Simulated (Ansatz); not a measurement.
Starting cell, BAs (zinc blende):

```
BAs
1.0
    0.00000     4.80936     4.80936
    2.40468     0.00000     2.40468
    2.40468     2.40468     0.00000
As B
2 2
Direct
  0.37500   0.75000   0.75000
  0.87500   0.75000   0.75000
  0.00000   0.00000   0.00000
  0.50000   0.00000   0.00000
```

A phonon eigenvector at L = (0.5, 0.0, 0.0) is frozen into this cell: atom i moves by Q times the vector below, so Q is the largest atomic displacement, in Å. The cell is held. It is one choice among 2 degenerate patterns. (q is in reciprocal vectors of the primitive cell; the cell shown is doubled to hold the pattern.)

```tsv
atom	x	y	z
As1	0.036	-0.066	0.102
As2	-0.036	0.066	-0.102
B3	0.285	-0.520	0.805
B4	-0.285	0.520	-0.805
```

Computed with PBE (plane waves to 420 eV, PAW, scalar-relativistic; Ansatz, a program for electronic structure). k mesh 6×12×12 (Γ-centred), Fermi-Dirac smearing 0.05 eV. Energies are smeared free energies. BAs was relaxed with its symmetry unable to fall. The PAW data are Ansatz's earlier set. The zero of ΔE is the undisplaced structure.

```tsv
Q (Å)	ΔE (meV/cell)
-0.100	187.1
-0.067	83.1
-0.033	20.7
0.000	0.0
0.033	20.7
0.067	83.1
0.100	187.1
```

Problem. Which DFPT wavenumber at L = (0.5, 0.0, 0.0) belongs to this mode?
A) 650 cm⁻¹
B) 139 cm⁻¹
C) 303 cm⁻¹

Solution. A, 650 cm⁻¹. The curvature of the scan gives 650 cm⁻¹

(For displaced atoms, the force is minus the slope of the energy, and its curvature is a force constant, which sets phonon frequencies.)
